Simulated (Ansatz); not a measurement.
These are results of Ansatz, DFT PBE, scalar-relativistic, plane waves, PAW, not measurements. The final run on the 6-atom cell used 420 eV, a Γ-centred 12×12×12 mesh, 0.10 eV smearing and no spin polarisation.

Formation energies are uncorrected and count from the elements' standard states at the same level.

**Question.** Suggest a trial structure for a hexagonal metal that holds Zr and 2 more elements, with a formation energy near −0.99 eV/atom and a density near 6.79 g/cm³, in a cell of 6 atoms.

**Answer.** Zr2NbN3, space group P6/mmm (No. 191). Around Zr lie 6 N at 2.19 Å, 5 Zr at 3.06–3.12 Å and 6 Nb at 3.48 Å; around Nb lie 6 N at 2.70 Å, 2 Nb at 3.06 Å and 12 Zr at 3.48 Å; around N lie 4 Zr at 2.19 Å, 2 Nb at 2.70 Å and 4 N at 2.70 Å.

```cif
data_structure
_symmetry_space_group_name_H-M 'P6/mmm'
_symmetry_Int_Tables_number 191
_cell_length_a 5.4096
_cell_length_b 5.4096
_cell_length_c 3.0605
_cell_angle_alpha 90.000
_cell_angle_beta 90.000
_cell_angle_gamma 120.000
_cell_volume 77.56
loop_
_atom_site_label
_atom_site_type_symbol
_atom_site_symmetry_multiplicity
_atom_site_Wyckoff_symbol
_atom_site_fract_x
_atom_site_fract_y
_atom_site_fract_z
_atom_site_occupancy
Zr1 Zr 2 c 0.33333 0.66667 0.00000 1
Nb1 Nb 1 b 0.00000 0.00000 0.50000 1
N1 N 3 g 0.50000 0.00000 0.50000 1
```

The volume per atom is 12.93 Å³, the density is 6.79 g/cm³ and the energy over the elements is −0.99 eV/atom. The gap on the 12×12×12 mesh of the 6-atom cell is 0 eV (a metal).

It was reached by relaxing an invented guess, and it needn't be the stable form of this composition. Other answers may fit too; this one was computed.

Symmetry constrained the relaxation, so the result can be a saddle point. Another cell of Zr2NbN3 relaxed alike, in P-4m2, lies 96 meV/atom lower, so this cell isn't the stable form at this level.
